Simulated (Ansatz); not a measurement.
**Ge, ST12: geometry optimisation**

The calculation used DFT, BLYP, plane waves (420 eV) with PAW, scalar-relativistic (Ansatz). (PAW data from PBE, frozen cores regenerated.)

k-point mesh 3×3×3, Fermi-Dirac smearing 0.05 eV, no spin polarisation. Cell and atoms relax.

Starting structure:

```yaml
crystal:
  lattice:
    - [5.93, 0.0, 0.0]
    - [0.0, 5.93, 0.0]
    - [0.0, 0.0, 6.98]
  atoms:
    - { symbol: Ge, position: [0.0912, 0.0912, 0.0] }
    - { symbol: Ge, position: [0.4088, 0.5912, 0.75] }
    - { symbol: Ge, position: [0.9088, 0.9088, 0.5] }
    - { symbol: Ge, position: [0.5912, 0.4088, 0.25] }
    - { symbol: Ge, position: [0.173, 0.3784, 0.2486] }
    - { symbol: Ge, position: [0.1216, 0.673, 0.9986] }
    - { symbol: Ge, position: [0.827, 0.6216, 0.7486] }
    - { symbol: Ge, position: [0.8784, 0.327, 0.4986] }
    - { symbol: Ge, position: [0.673, 0.1216, 0.0014] }
    - { symbol: Ge, position: [0.6216, 0.827, 0.2514] }
    - { symbol: Ge, position: [0.327, 0.8784, 0.5014] }
    - { symbol: Ge, position: [0.3784, 0.173, 0.7514] }
hamiltonian:
  xc: blyp
  pseudopotentials:
    kind: paw
    azcp:
      Ge: "pseudopotentials/Ge.paw.azcp"
basis:
  ecutwfc: 420
  fft_grid_basis: typed
kpoints:
  mp_grid: { grid: [3, 3, 3], shift: [0, 0, 0] }
magnetization:
  spin_polarized: false
scf:
  occupations: { method: fermi_dirac, width: 0.05 }
relax:
  max_steps: 60
  f_tol: 0.01
  cell: {}
```

Problem. The pressure at the start is 8.8 GPa. By how much does the volume change?

Solution. From 20.45 to 23.63 Å³ per atom, 15.5 %. The final cell has a = 6.160 Å, c = 7.470 Å (c/a = 1.213).

Problem. How much energy does the relaxation gain?

Solution. 75.4 meV per atom.

Path of the relaxation (the plane waves are chosen anew near the end, which can shift the energy a little):

```json
{"step": "0", "E − E(final) (meV/atom)": "75.43", "V (Å³/atom)": "20.454", "P (GPa)": "8.76", "max force (eV/Å)": "0.290"}
{"step": "1", "E − E(final) (meV/atom)": "5.74", "V (Å³/atom)": "22.878", "P (GPa)": "1.57", "max force (eV/Å)": "0.107"}
{"step": "2", "E − E(final) (meV/atom)": "1.47", "V (Å³/atom)": "23.400", "P (GPa)": "0.36", "max force (eV/Å)": "0.031"}
{"step": "3", "E − E(final) (meV/atom)": "1.19", "V (Å³/atom)": "23.579", "P (GPa)": "-0.02", "max force (eV/Å)": "0.008"}
{"step": "4", "E − E(final) (meV/atom)": "0.04", "V (Å³/atom)": "23.579", "P (GPa)": "0.07", "max force (eV/Å)": "0.008"}
{"step": "5", "E − E(final) (meV/atom)": "0.01", "V (Å³/atom)": "23.625", "P (GPa)": "0.01", "max force (eV/Å)": "0.002"}
{"step": "6", "E − E(final) (meV/atom)": "0.00", "V (Å³/atom)": "23.625", "P (GPa)": "0.00", "max force (eV/Å)": "0.002"}
```

This functional, with no dispersion term, lets the cell expand far past the measured one.
